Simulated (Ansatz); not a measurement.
Ansatz (a quantum-chemistry and plane-wave program) input:

Ansatz 0.2 input:
```yaml
crystal:
  lattice:
    - [0.0, 2.4407729965, 2.4407729965]
    - [2.4407729965, 0.0, 2.4407729965]
    - [2.4407729965, 2.4407729965, 0.0]
  atoms:
    - { symbol: Pb, position: [0.0, 0.0, 0.0] }
kpoints:
  mp_grid: { grid: [30, 30, 30] }
hamiltonian:
  xc: lda
  pseudopotentials: { kind: paw }
scf:
  occupations: { method: fermi_dirac, width: 0.1 }
elastic: { mode: relaxed_ion, stencil: two_point, amplitude: 0.005, f_tol: 0.0005 }
```

Output (shortened):

```
Pseudopotential: Pb, paw, valence charge 14
Functional definition: SPW92
Crystal: 1 atoms, lattice volume = 29.081 Å³
Basis set: ecut = 420 eV, 537 PW (Γ)
Bands: 11, of which v1, the nominal top of the filled ones, is band 7 counted from 1 (6 counted from 0)
Symmetry: 48 space group operations
Space group: Fm-3m (ITA 225), of the structure as read, at distance tolerance 3.1e-5 Å
k-points: 752 of 27000
SCF iter   1: F=—  HF=-11602.365221 eV  |F-HF|=—  |Δ(HF+E_count)|=         —  Δρ=5.06e-3  dr2=4.03e-3  ethr=1.77e-3  ⟨swp⟩=5.7  Hψ=55320  notcnv=0
preconditioner: auto → none
SCF iter   2: F=—  HF=-11602.363891 eV  |F-HF|=—  |Δ(HF+E_count)|=   1.33e-3  Δρ=2.84e-3  dr2=1.31e-3  ethr=2.88e-5  ⟨swp⟩=1.0  Hψ=14310  notcnv=0
SCF iter   3: F=—  HF=-11602.363484 eV  |F-HF|=—  |Δ(HF+E_count)|=   4.07e-4  Δρ=6.12e-4  dr2=9.46e-5  ethr=9.33e-6  ⟨swp⟩=2.1  Hψ=12618  notcnv=0
SCF iter   4: F=—  HF=-11602.363453 eV  |F-HF|=—  |Δ(HF+E_count)|=   3.09e-5  Δρ=1.68e-4  dr2=8.97e-6  ethr=6.76e-7  ⟨swp⟩=2.0  Hψ=13435  notcnv=0
SCF iter   5: F=—  HF=-11602.363449 eV  |F-HF|=—  |Δ(HF+E_count)|=   4.44e-6  Δρ=7.77e-5  dr2=1.81e-6  ethr=6.41e-8  ⟨swp⟩=2.1  Hψ=13484  notcnv=0
SCF iter   6: F=—  HF=-11602.363448 eV  |F-HF|=—  |Δ(HF+E_count)|=   9.29e-7  Δρ=1.30e-5  dr2=4.94e-8  ethr=1.29e-8  ⟨swp⟩=2.2  Hψ=12851  notcnv=0
SCF iter   7: F=—  HF=-11602.363448 eV  |F-HF|=—  |Δ(HF+E_count)|=   2.46e-8  Δρ=1.00e-6  dr2=2.00e-10  ethr=3.53e-10  ⟨swp⟩=2.0  Hψ=13404  notcnv=0
SCF iter   8: F=—  HF=-11602.363448 eV  |F-HF|=—  |Δ(HF+E_count)|=  1.26e-10  Δρ=5.69e-8  dr2=8.34e-13  ethr=1.43e-12  ⟨swp⟩=2.1  Hψ=13197  notcnv=0
SCF iter   9: F=-11602.363448 eV  HF=-11602.363448 eV  |F-HF|=3.64e-12  |Δ(HF+E_count)|=  3.64e-12  Δρ=3.69e-9  dr2=3.54e-15  ethr=1.00e-12  ⟨swp⟩=5.8  Hψ=37518  notcnv=0
SCF 1 converged in 9 iterations: F = -11602.363448 eV  dr2 = 3.54e-15
Crystal: 1 atoms, lattice volume = 28.936 Å³
Symmetry: 16 space group operations
k-points: 1992 of 27000
iter 1 solved again at ethr=1.13e-7 eV; its pass at ethr=3.10e-3 eV (dr2=1.59e-5 eV) is discarded
SCF iter   1: F=—  HF=-11602.363328 eV  |F-HF|=—  |Δ(HF+E_count)|=         —  Δρ=1.09e-4  dr2=3.38e-6  ethr=1.13e-7  ⟨swp⟩=3.0  Hψ=200607  notcnv=0  defer=14
preconditioner: auto → none
SCF iter   2: F=—  HF=-11602.363327 eV  |F-HF|=—  |Δ(HF+E_count)|=   1.18e-6  Δρ=4.37e-5  dr2=3.45e-7  ethr=2.41e-8  ⟨swp⟩=2.8  Hψ=39755  notcnv=0  defer=14
SCF iter   3: F=—  HF=-11602.363328 eV  |F-HF|=—  |Δ(HF+E_count)|=   3.28e-7  Δρ=1.50e-5  dr2=3.59e-8  ethr=2.46e-9  ⟨swp⟩=1.0  Hψ=21780  notcnv=0  defer=14
SCF iter   4: F=—  HF=-11602.363328 eV  |F-HF|=—  |Δ(HF+E_count)|=   1.27e-8  Δρ=1.06e-6  dr2=1.87e-10  ethr=2.57e-10  ⟨swp⟩=1.3  Hψ=22769  notcnv=0  defer=14
SCF iter   5: F=—  HF=-11602.363328 eV  |F-HF|=—  |Δ(HF+E_count)|=  8.19e-11  Δρ=9.09e-8  dr2=1.64e-12  ethr=1.34e-12  ⟨swp⟩=3.0  Hψ=37356  notcnv=0  defer=14
SCF iter   6: F=-11602.363328 eV  HF=-11602.363328 eV  |F-HF|=5.46e-12  |Δ(HF+E_count)|=    0.00e0  Δρ=5.16e-9  dr2=9.38e-15  ethr=1.00e-12  ⟨swp⟩=4.7  Hψ=73741  notcnv=0
SCF 2 converged in 6 iterations: F = -11602.363328 eV  dr2 = 9.38e-15
Crystal: 1 atoms, lattice volume = 29.227 Å³
Basis set: ecut = 420 eV, 545 PW (Γ)
iter 1 solved again at ethr=1.73e-11 eV; its pass at ethr=3.10e-3 eV (dr2=2.43e-9 eV) is discarded
SCF iter   1: F=—  HF=-11602.363299 eV  |F-HF|=—  |Δ(HF+E_count)|=         —  Δρ=1.46e-5  dr2=2.79e-9  ethr=1.73e-11  ⟨swp⟩=3.1  Hψ=198461  notcnv=0  defer=1
preconditioner: auto → none
SCF iter   2: F=—  HF=-11602.363299 eV  |F-HF|=—  |Δ(HF+E_count)|=   3.55e-8  Δρ=7.31e-6  dr2=5.17e-10  ethr=1.73e-11  ⟨swp⟩=2.0  Hψ=35184  notcnv=0  defer=1
SCF iter   3: F=—  HF=-11602.363299 eV  |F-HF|=—  |Δ(HF+E_count)|=   1.16e-8  Δρ=1.26e-6  dr2=2.16e-11  ethr=3.69e-12  ⟨swp⟩=1.0  Hψ=21781  notcnv=0  defer=1
SCF iter   4: F=—  HF=-11602.363299 eV  |F-HF|=—  |Δ(HF+E_count)|=  3.49e-10  Δρ=6.32e-8  dr2=1.53e-13  ethr=1.54e-13 (applied; sched 1.00e-12)  ⟨swp⟩=2.5  Hψ=37164  notcnv=0  defer=128
SCF iter   5: F=-11602.363299 eV  HF=-11602.363299 eV  |F-HF|=7.28e-12  |Δ(HF+E_count)|=  1.82e-12  Δρ=1.85e-9  dr2=6.29e-16  ethr=1.00e-12  ⟨swp⟩=4.0  Hψ=70037  notcnv=0
SCF 3 converged in 5 iterations: F = -11602.363299 eV  dr2 = 6.29e-16
Crystal: 1 atoms, lattice volume = 29.081 Å³
Symmetry: 8 space group operations
k-points: 3736 of 27000
iter 1 solved again at ethr=6.50e-8 eV; its pass at ethr=3.10e-3 eV (dr2=9.10e-6 eV) is discarded
SCF iter   1: F=—  HF=-11602.363405 eV  |F-HF|=—  |Δ(HF+E_count)|=         —  Δρ=7.57e-5  dr2=2.66e-6  ethr=6.50e-8  ⟨swp⟩=3.1  Hψ=368388  notcnv=0  defer=23
preconditioner: auto → none
SCF iter   2: F=—  HF=-11602.363404 eV  |F-HF|=—  |Δ(HF+E_count)|=   1.06e-6  Δρ=2.79e-5  dr2=3.12e-7  ethr=1.90e-8  ⟨swp⟩=1.0  Hψ=40948  notcnv=0  defer=23
SCF iter   3: F=—  HF=-11602.363404 eV  |F-HF|=—  |Δ(HF+E_count)|=   2.00e-7  Δρ=3.57e-6  dr2=1.82e-9  ethr=2.23e-9  ⟨swp⟩=2.1  Hψ=49368  notcnv=0  defer=23
SCF iter   4: F=—  HF=-11602.363404 eV  |F-HF|=—  |Δ(HF+E_count)|=   1.08e-9  Δρ=3.91e-7  dr2=3.23e-11  ethr=1.30e-11  ⟨swp⟩=2.4  Hψ=65587  notcnv=0  defer=23
SCF iter   5: F=—  HF=-11602.363404 eV  |F-HF|=—  |Δ(HF+E_count)|=  1.64e-11  Δρ=6.67e-8  dr2=4.45e-13  ethr=2.30e-13 (applied; sched 1.00e-12)  ⟨swp⟩=2.0  Hψ=66241  notcnv=0  defer=201
SCF iter   6: F=-11602.363404 eV  HF=-11602.363404 eV  |F-HF|=1.09e-11  |Δ(HF+E_count)|=  3.64e-12  Δρ=1.90e-8  dr2=2.38e-14  ethr=1.00e-12  ⟨swp⟩=4.2  Hψ=126668  notcnv=0
SCF 4 converged in 6 iterations: F = -11602.363404 eV  dr2 = 2.38e-14
Crystal: 1 atoms, lattice volume = 29.081 Å³
iter 1 solved again at ethr=5.22e-12 eV; its pass at ethr=3.10e-3 eV (dr2=7.31e-10 eV) is discarded
SCF iter   1: F=—  HF=-11602.363404 eV  |F-HF|=—  |Δ(HF+E_count)|=         —  Δρ=8.01e-6  dr2=8.16e-10  ethr=5.22e-12  ⟨swp⟩=3.1  Hψ=369408  notcnv=0  defer=2
preconditioner: auto → none
SCF iter   2: F=—  HF=-11602.363404 eV  |F-HF|=—  |Δ(HF+E_count)|=   1.14e-8  Δρ=4.00e-6  dr2=1.64e-10  ethr=5.22e-12  ⟨swp⟩=2.0  Hψ=64637  notcnv=0  defer=2
SCF iter   3: F=—  HF=-11602.363404 eV  |F-HF|=—  |Δ(HF+E_count)|=   3.77e-9  Δρ=5.46e-7  dr2=5.57e-12  ethr=1.17e-12  ⟨swp⟩=1.0  Hψ=40868  notcnv=0  defer=2
SCF iter   4: F=-11602.363404 eV  HF=-11602.363404 eV  |F-HF|=3.64e-12  |Δ(HF+E_count)|=  6.73e-11  Δρ=3.69e-8  dr2=5.24e-14  ethr=1.00e-12  ⟨swp⟩=3.8  Hψ=176616  notcnv=0
SCF 5 converged in 4 iterations: F = -11602.363404 eV  dr2 = 5.24e-14
SCF converged after 9 iterations
Free energy (F): -11602.363448 eV
Harris-Foulkes:  -11602.363448 eV  (|F-HF|=3.64e-12)
Internal energy: -11602.346982 eV  (E = F + TS)
E sigma→0 (E₀):  -11602.355215 eV
Entropy (-TS):   -0.016466 eV (-16.466 meV/atom)
Fermi energy:    11.263269 eV
--- Per-component energies (eV) ---
  E_band       = -32.656083
  E_kinetic    = 290.290332
  E_local      = -991.463015  (includes V_loc(G=0)·N_el)
  E_nonlocal   = 353.631497
  E_hartree    = 392.792962
  E_xc         = -219.669501
  E_vxc        = -134.202496  (∫ρ·V_xc dr)
  E_paw        = -10102.452200  (= ΣΔE_a)
  E_vpaw       = -336.498371  (= ΣTr[D̂ρ^β])
  E_aug_tail   = 0.000043  (compensation charges beyond the density's cutoff)
  E_ewald      = -1325.399387
  E_core_change = -0.077714  (= ΣΔE_core)
  E_smearing   = -0.016466  (= −TS)
  E_closure    =  0.000000  (closes the sum)
  Σ components = -11602.363448   (vs F -11602.363448, Δ=0.00e0)
  [band-id]    e_kinetic+e_local+e_nonlocal+2·e_hartree+e_vxc+e_vpaw+e_augmentation_tail = -32.656085   (vs E_band -32.656083, Δ=-2.34e-6)
--- Forces (eV/Å), atoms counted from 1 ---
  atom   1  Pb     0.00000000     0.00000000     0.00000000
  max |Σ_I F_I| component: 0.0 eV/Å
--- Stress (GPa, compression-positive) ---
       -0.017430       0.000000       0.000000
        0.000000      -0.017430       0.000000
        0.000000       0.000000      -0.017430
  P = ⅓ Tr σ = -0.0174 GPa (-0.174 kbar)
--- Band table (eV; the first three rows and the last of 752) ---
  k-point 0: bands = ["-5.7785", "-5.7785", "-5.7785", "-5.6165", "-5.6165", "-0.8537", "18.8952", "18.8952", "18.8952", "21.0934", "23.1659"]
  k-point 1: bands = ["-5.7786", "-5.7766", "-5.7766", "-5.6167", "-5.6167", "-0.8314", "18.5841", "18.8666", "18.8666", "21.0288", "23.3208"]
  k-point 2: bands = ["-5.7789", "-5.7711", "-5.7711", "-5.6171", "-5.6171", "-0.7646", "17.8116", "18.7840", "18.7840", "20.9137", "23.5969"]
  k-point 751: bands = ["-5.7691", "-5.7404", "-5.6838", "-5.5629", "-5.4245", "4.5934", "9.5330", "10.0247", "11.4957", "22.2566", "23.1485"]
--- Elastic constants: 2 strain directions × 2 members + reference (group order 48) ---
  dense FFT box of the reference and of every strained cell: 24×24×24
  strains applied: 11, 23; error gains: componentwise 1.00 (the most a stress slope's error grows in a printed constant), spectral 1.73 (1 for all six strains …
  C = ∂σ_k/∂η_j (tension-positive GPa; Voigt order 11 22 33 23 13 12):
        59.426     48.191     48.191      0.000      0.000      0.000
        48.191     59.426     48.191      0.000      0.000      0.000
        48.191     48.191     59.426      0.000      0.000      0.000
         0.000      0.000      0.000     19.499      0.000      0.000
         0.000      0.000      0.000      0.000     19.499      0.000
         0.000      0.000      0.000      0.000      0.000     19.499
  reference stress σ⁰ (GPa):      0.017      0.017      0.017      0.000      0.000      0.000
  C* (energy form; C + prestress term) asymmetry max|C*_kj − C*_jk| = 2.842e-14 GPa — a small one proves nothing (zero by symmetry where the batch's group is …
  moduli (Voigt/Reuss/Hill, GPa): K = 51.94/51.94/51.94   G = 13.95/9.81/11.88   E = 33.11   ν = 0.394
  mechanically stable: yes (min eigenvalue of sym C = 11.24 GPa)
  where every solve meets its electron count the energy-path curvature estimates C_jj along a normal strain and C_jj − ¼(σ⁰_aa + σ⁰_bb) along a shear (ab), of …
  strain η (Voigt 11):  stress-route row diagonal C_11 = 59.43 GPa, energy-path curvature d²(F+E_count+ΔE)/dδ²/Ω₀ = 59.42 GPa
         δ    σ_11 (GPa)             F (eV)   n_scf  n_hpsi   n_pw
    -5.000e-3      -0.2838      -11602.3633275       6  427974    588   relax 0 steps, max|allowed force component| 0.00e0 eV/Å
     5.000e-3       0.3105      -11602.3632987       5  394601    588   relax 0 steps, max|allowed force component| 0.00e0 eV/Å
  strain η (Voigt 23):  stress-route row diagonal C_44 = 19.50 GPa, energy-path curvature d²(F+E_count+ΔE)/dδ²/Ω₀ = 19.48 GPa
         δ    σ_23 (GPa)             F (eV)   n_scf  n_hpsi   n_pw
    -5.000e-3      -0.0975      -11602.3634038       6  777182    588   relax 0 steps, max|allowed force component| 0.00e0 eV/Å
     5.000e-3       0.0975      -11602.3634038       4  711463    588   relax 0 steps, max|allowed force component| 0.00e0 eV/Å
```

Cost: roughly 7 core-minutes on shared cores.

The LDA relaxation kept the symmetry of its start. As this level gives no gap, shear constants depend on the k-mesh and smearing (Fermi–Dirac, 0.1 eV here). Scalar-relativistic: spin–orbit coupling is off unless named, which matters more the heavier the elements.

Potentials: the later of the program's two PAW sets.

Ansatz is a plane-wave DFT program.
